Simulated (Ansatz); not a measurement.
Total density of states per atom from plane-wave PAW PBE (Ansatz code), in 0.25 eV bins, energy from the Fermi level:

| E (eV) | states/eV/atom |
|---|---|
| -7.85 | 0.13 |
| -7.60 | 0.18 |
| -7.35 | 0.25 |
| -7.10 | 0.36 |
| -6.85 | 0.38 |
| -6.60 | 0.39 |
| -6.35 | 0.42 |
| -6.10 | 0.43 |
| -5.85 | 0.32 |
| -5.60 | 0.26 |
| -5.35 | 0.42 |
| -5.10 | 1.14 |
| -4.85 | 2.27 |
| -4.60 | 1.40 |
| -4.35 | 0.87 |
| -4.10 | 0.60 |
| -3.85 | 0.47 |
| -3.60 | 0.37 |
| -3.35 | 0.31 |
| -3.10 | 0.26 |
| -2.85 | 0.22 |
| -2.60 | 0.19 |
| -2.35 | 0.14 |
| -2.10 | 0.12 |
| -1.85 | 0.15 |
| -1.60 | 0.20 |
| -1.35 | 0.23 |
| -1.10 | 0.26 |
| -0.85 | 0.27 |
| -0.60 | 0.28 |
| -0.35 | 0.29 |
| -0.10 | 0.31 |
| 0.15 | 0.33 |
| 0.40 | 0.35 |
| 0.65 | 0.38 |
| 0.90 | 0.41 |
| 1.15 | 0.46 |
| 1.40 | 0.51 |
| 1.65 | 0.47 |
| 1.90 | 0.56 |
| 2.15 | 0.66 |
| 2.40 | 0.77 |
| 2.65 | 0.85 |
| 2.90 | 0.79 |
| 3.15 | 0.97 |
| 3.40 | 1.00 |
| 3.65 | 0.81 |
| 3.90 | 1.23 |
| 4.15 | 0.64 |
| 4.40 | 0.30 |
| 4.65 | 0.28 |

**Question.** Which of these materials gives this?
(A) MgS, rock salt
(B) HfC, rock salt
(C) TaC, rock salt
(D) TaAs, I4_1md (Ta on 4a, As on 4a)

**Answer.** C, TaC, rock salt. Within 0.5 eV of the Fermi level: Ta 5d 70 %, C 2p 25 %. Projections are on Löwdin-orthogonalised atomic valence shells; empty p or d shells of many metals are not among them.

Space group Fm-3m (rock salt). The cell was relaxed with PBE under the symmetry of its start. The run is not spin-polarised. Scalar-relativistic: spin–orbit coupling is off unless named, which matters more the heavier the elements.

Potentials: the later of the program's two PAW sets.
